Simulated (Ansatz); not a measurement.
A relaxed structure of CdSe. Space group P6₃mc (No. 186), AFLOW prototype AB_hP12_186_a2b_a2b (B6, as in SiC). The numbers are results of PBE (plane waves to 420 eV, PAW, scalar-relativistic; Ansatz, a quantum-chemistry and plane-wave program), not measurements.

```cif
data_Cd6Se6
_chemical_formula_sum 'Cd6 Se6'
_space_group_name_H-M_alt 'P 1'
_space_group_IT_number 1
_cell_length_a 4.38146
_cell_length_b 4.38146
_cell_length_c 21.46215
_cell_angle_alpha 90.000
_cell_angle_beta 90.000
_cell_angle_gamma 120.000
loop_
_space_group_symop_operation_xyz
  'x, y, z'
loop_
_atom_site_label
_atom_site_type_symbol
_atom_site_fract_x
_atom_site_fract_y
_atom_site_fract_z
_atom_site_occupancy
Cd1 Cd 0.00000 0.00000 0.99978 1
Cd2 Cd 0.00000 0.00000 0.49978 1
Cd3 Cd 0.66667 0.33333 0.83316 1
Cd4 Cd 0.33333 0.66667 0.33316 1
Cd5 Cd 0.66667 0.33333 0.16654 1
Cd6 Cd 0.33333 0.66667 0.66654 1
Se1 Se 0.00000 0.00000 0.87462 1
Se2 Se 0.00000 0.00000 0.37462 1
Se3 Se 0.66667 0.33333 0.70811 1
Se4 Se 0.33333 0.66667 0.20811 1
Se5 Se 0.66667 0.33333 0.04149 1
Se6 Se 0.33333 0.66667 0.54149 1
```

Problem. Estimate the band gap that PBE returns for this input.

Solution. 0.51 eV, direct at Γ (no spin-orbit coupling).

No spin polarisation in the result.

The run could not lose the symmetry of its start.

The first start was generated by placing the elements on the sites of a structure type. A measured structure of CdSe has the same space group, P6₃mc (No. 186); the sites were not compared with it.
